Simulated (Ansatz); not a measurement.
This log comes from Ansatz, run on an ordered 8-atom cell of In4SbAs3 on the wurtzite lattice (Cm). The geometry is the r2SCAN minimum.

Structure:
```xyz
8
Lattice="8.1578 -2.1959 0.0281 8.1578 2.1959 0.0281 -3.5582 0.0000 6.7174" Properties=species:S:1:pos:R:3 pbc="T T T"
As   13.9911    0.0000    4.5605
As   11.9383    0.0000    0.6154
In   -0.0133    0.0000    5.8204
In   14.3116    0.0000    1.8892
As    7.5086    0.0000    1.1269
Sb    2.0259    0.0000    3.9214
In    9.8949    0.0000    2.2845
In    4.4987    0.0000    5.2390
```

Main lines of the log:
```
scf.n_extra_bands = 6 over 56 filled bands (N_el = 112.0): the run solves 62 bands
Crystal: 8 atoms, lattice volume = 241.108 Å³
Basis set: ecut = 500 eV, 6099 PW (Γ)
Symmetry: 2 space group operations
Space group: Cm (ITA 8)
k-points: 47 of 144 (time reversal used)
preconditioner: auto → Resta (q_TF=auto, 2.401 Å⁻¹)  ε∞=3.3  [σ=0.020 eV  ℏωp=20.3 eV]
SCF 1 converged in 7 iterations: F = -43542.738202 eV  dr2 = 7.17e-8
NSCF: frozen V_eff on 12 k-points
SCF converged after 7 iterations
Free energy (F): -43542.738202 eV
Internal energy: -43542.737788 eV  (E = F + TS)
E sigma→0 (E₀):  -43542.737995 eV
Entropy (-TS):   -0.000414 eV (-0.052 meV/atom)
Fermi energy:    7.247276 eV
--- Per-component energies (eV) ---
  E_band       = -1311.730146
  E_kinetic    = 1486.733098
  E_local      = -13278.158972
  E_nonlocal   = -174.411388
  E_hartree    = 6244.770404
  E_xc         = -1151.488376
  E_vxc        = -779.591663
  E_paw        = -26887.233452
  E_vpaw       = -1105.436788
  E_vtau       = 49.603111
  E_ewald      = -9782.945108
  E_core_change = -0.004003
  E_smearing   = -0.000414
--- Forces (eV/Å), atoms counted from 1 ---
  atom   1  As      0.00110      0.00000      0.00017
  atom   2  As    -0.00031      0.00000      0.00013
  atom   3  In    -0.00070      0.00000    -0.00053
  atom   4  In      0.00048      0.00000      0.00003
  atom   5  As    -0.00019      0.00000    -0.00004
  atom   6  Sb    -0.00026      0.00000      0.00004
  atom   7  In    -0.00017      0.00000    -0.00015
  atom   8  In      0.00013      0.00000      0.00039
--- Stress (GPa, compression-positive) ---
       -0.004986       0.000000       0.000102
        0.000000      -0.000045       0.000000
        0.000102       0.000000      -0.004054
  P = ⅓ Tr σ = -0.0030 GPa (-0.030 kbar)
--- Band table (eV; the first three rows and the last of 47) ---
  k-point 0: bands = […, 5.4262, 6.0579, 6.1243, 6.9945, 7.0453, 7.2039, 7.2679, 8.0572, 8.6161, 8.9595, …]
  k-point 1: bands = […, 5.4670, 5.6221, 5.6317, 5.9936, 6.7686, 7.0543, 8.3985, 8.5231, 8.9328, 9.6012, …]
  k-point 2: bands = […, 5.3238, 5.5440, 5.9200, 6.1478, 6.3537, 6.7202, 8.6621, 8.7624, 9.4271, 10.0781, …]
  k-point 46: bands = […, 5.3126, 5.5524, 5.9953, 6.1573, 6.3141, 6.7164, 8.6609, 9.2119, 9.3655, 9.4380, …]
```

The file bands.tsv (bands near the Fermi energy, numbered from 0, rounded):
```tsv
# k_distance	band_51	band_52	band_53	band_54	band_55	band_56	band_57	band_58	band_59
# fermi_ev = 7.247276
# [0, 0, 0] at k_distance = 0.000000
# [-0.2731126462, 0.2731126462, 0] at k_distance = 0.781457
# [0.2731126462, 0.7268873538, 0] at k_distance = 1.236119
# [0.5, 0.5, 0] at k_distance = 1.885311
# [0.5, 0.5, -0.5] at k_distance = 2.352142
# [0.2500432453, 0.7499567547, -0.5] at k_distance = 3.067342
# [-0.2500432453, 0.2500432453, -0.5] at k_distance = 3.502341
# [0, 0, -0.5] at k_distance = 4.217789
# [0, 0.5, -0.5] at k_distance = 4.965449
# [0.05, 0.05, -0.05] at k_distance = 5.771982
# [0.05, 0.05, 0] at k_distance = 5.818665
# [0, 0, -0.05] at k_distance = 5.895868
# levels_relative_to = fermi_ev
0.000	-1.189	-1.123	-0.253	-0.202	-0.043	0.021	0.810	1.369	1.712
0.781	-2.486	-2.200	-2.152	-1.839	-1.673	2.328	2.379	2.755	3.506
1.236	-2.486	-2.200	-2.152	-1.839	-1.673	2.328	2.379	2.755	3.506
1.885	-1.234	-0.917	-0.908	-0.455	-0.279	1.015	1.373	1.711	2.366
2.352	-1.695	-1.252	-1.090	-0.933	-0.531	1.414	1.965	2.118	2.191
3.067	-2.250	-1.827	-1.619	-1.368	-1.226	1.240	1.499	1.714	1.817
3.502	-2.250	-1.827	-1.619	-1.368	-1.226	1.240	1.499	1.714	1.817
4.218	-1.703	-1.327	-1.099	-0.894	-0.527	1.415	1.515	2.180	2.831
4.965	-2.037	-1.997	-1.796	-1.661	-1.071	1.326	1.479	1.601	2.206
5.772	-1.258	-1.131	-0.474	-0.194	0.012	0.144	0.869	1.385	1.728
5.819	-1.185	-1.118	-0.558	-0.052	0.014	0.080	0.819	1.337	1.760
5.896	-1.257	-1.131	-0.481	-0.182	0.012	0.140	0.872	1.353	1.759
```
In order the rows are Γ, C, C₂, Y₂, M₂, D, D₂, A, L₂, Γ–M₂ (0.10), Y₂–Γ (0.90), A–Γ (0.90).

Task: What input produced it? Give the YAML.

Result:
```yaml
crystal:
  # lattice and atoms as above
kpoints:
  mp_grid: { grid: [6, 6, 4] }
  band_path:
    path:
      - [0.0, 0.0, 0.0]
      - [-0.2731126462, 0.2731126462, 0.0]
      - [0.2731126462, 0.7268873538, 0.0]
      - [0.5, 0.5, 0.0]
      - [0.5, 0.5, -0.5]
      - [0.2500432453, 0.7499567547, -0.5]
      - [-0.2500432453, 0.2500432453, -0.5]
      - [0.0, 0.0, -0.5]
      - [0.0, 0.5, -0.5]
      - [0.05, 0.05, -0.05]
      - [0.05, 0.05, 0.0]
      - [0.0, 0.0, -0.05]
    npoints: 1
hamiltonian:
  xc: r2scan
scf:
  occupations: { method: fermi_dirac, width: 0.02 }
  n_extra_bands: 6
output:
  forces: true
  stress: true
  eigenvalues: true
```
The term E_vtau belongs to a meta-GGA, which reads the kinetic-energy density. There is no exchange loop, so no exact exchange. The stress vanishes on a cell relaxed with r2SCAN. A single point prints forces and stress when the output block asks for them. The lines shown narrow the functional down without fixing it; this is the one that was run. Keys that only write grids to files are left aside. Keys that aren't typed take their defaults; thresholds and the kind of smearing can't be read off these lines.

r2SCAN gives an indirect gap of 0.01 eV, from Y₂–Γ (0.90 of the way from Y₂) to Γ; the least direct gap is 0.06 eV at Γ. (This is within a few times the smearing of 0.02 eV, so the filling near the edges can be smeared.)

Run as `ansatz run input.yaml --threads 4 --pin off --max-ram 6451MiB --backend cpu --events-out ev --progress --plain --runs-dir out`. Wall time 46 s on 4 threads of Arm Neoverse V2, with other jobs on the host, load about 0.4 per core; peak host memory 1.8 GiB.

Note: simulated data, non-magnetic, for a generated structure that need not be the stable one.

No spin-orbit coupling is included; it can move band edges with weight on the heavy atoms by tenths of an eV.

Gaps or overlaps of about a tenth of an eV are at the limit of these meshes: between the points read a gap can be smaller or closed.
